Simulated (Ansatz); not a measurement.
Moving the dispersion correction in ScRu3

The cell as given:

```cif
data_structure
_symmetry_space_group_name_H-M 'I4/mmm'
_symmetry_Int_Tables_number 139
_cell_length_a 3.8985
_cell_length_b 3.8985
_cell_length_c 8.0446
_cell_angle_alpha 90.000
_cell_angle_beta 90.000
_cell_angle_gamma 90.000
_cell_volume 122.27
loop_
_atom_site_label
_atom_site_type_symbol
_atom_site_symmetry_multiplicity
_atom_site_Wyckoff_symbol
_atom_site_fract_x
_atom_site_fract_y
_atom_site_fract_z
_atom_site_occupancy
Ru1 Ru 2 b 0.50000 0.50000 0.00000 1
Ru2 Ru 4 d 0.50000 0.00000 0.25000 1
Sc1 Sc 2 a 0.00000 0.00000 0.00000 1
```

The cell comes from a database or a generator and needn't be the stable form of this composition.

Kept alike: task relaxation of cell and atoms; functional r2SCAN; k mesh 10 × 10 × 10; occupations fermi-dirac, width 0.05 eV; no spin polarisation. Program: Ansatz, Ansatz PAW, cutoff 500 eV. The mesh is that of the run's cell of 4 atoms. No spin-orbit coupling.

| dispersion correction | volume (Å³/atom) |
| --- | --- |
| D3(BJ) | 14.662 |
| D3(BJ)-ATM | 14.768 |
| D4 | 14.766 |
| none | 14.866 |
| rVV10 | 14.729 |

The relaxations keep at least the cell's symmetry (I4/mmm). For a metal such a mesh leaves the last digits unconverged. Relaxations stop with a little pressure left, so the last digits of a volume or edge aren't settled. Ansatz's relaxations hold a Pulay term in the stress (up to 0.1 GPa here). All rows use potentials made for PBE.

The volume runs from 14.662 (D3(BJ)) to 14.866 Å³/atom (none). Against no correction: D3(BJ) -1.4 %; D3(BJ)-ATM -0.7 %; D4 -0.7 %; rVV10 -0.9 %. Dispersion terms mostly attract and so lower the volume; the schemes' coefficients and damping set how far.
